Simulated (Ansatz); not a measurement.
TlI in space group Cmcm (No. 63; Tl on 4c, I on 4c), plane-wave PAW r²SCAN+D4 (Ansatz code). The conduction-band minimum lies on the T–Y line, 21 % of the way from T, with 2 equivalent valleys. Second derivatives d²E/dk² of the lowest band at one valley (eV·Å²), along Cartesian directions:

| direction | d²E/dk² |
|---|---|
| [100] | 30.70 |
| [010] | 20.65 |
| [001] | 31.30 |
| [110] | 25.68 |
| [101] | 30.96 |
| [011] | 25.98 |

### Question
Find the principal effective masses, the density-of-states mass and the conductivity mass.

### Answer
Off-diagonal terms follow from H_xy = H[110] − (H_xx + H_yy)/2, and m*/mₑ = 7.620 eV·Å² over each eigenvalue: 0.24, 0.25, 0.37. One valley's DOS mass (m₁m₂m₃)^(1/3) = 0.28, conductivity mass 3/(Σ 1/mᵢ) = 0.28 mₑ.

### Question
What effective density of states Nc follows at 300 K for parabolic valleys?

### Answer
Nc = 2.509e19 × 2 × (0.28)^(3/2) ≈ 7.4e18 cm⁻³.

The first step of the workflow began from a Materials Project structure, measured or hypothetical; the Crystallography Open Database files this formula in space group No. 63, but the cells were not matched. Its standing as an ambient phase is unchecked. The cell was relaxed with r²SCAN+D4 under the symmetry of its start; whether a distortion lowers the energy is not shown. Spin–orbit coupling is left out wherever it is not named.

Potentials: the later of the program's two PAW sets.

Edges and masses are those of Kohn–Sham bands, whose gap is no quasiparticle gap.
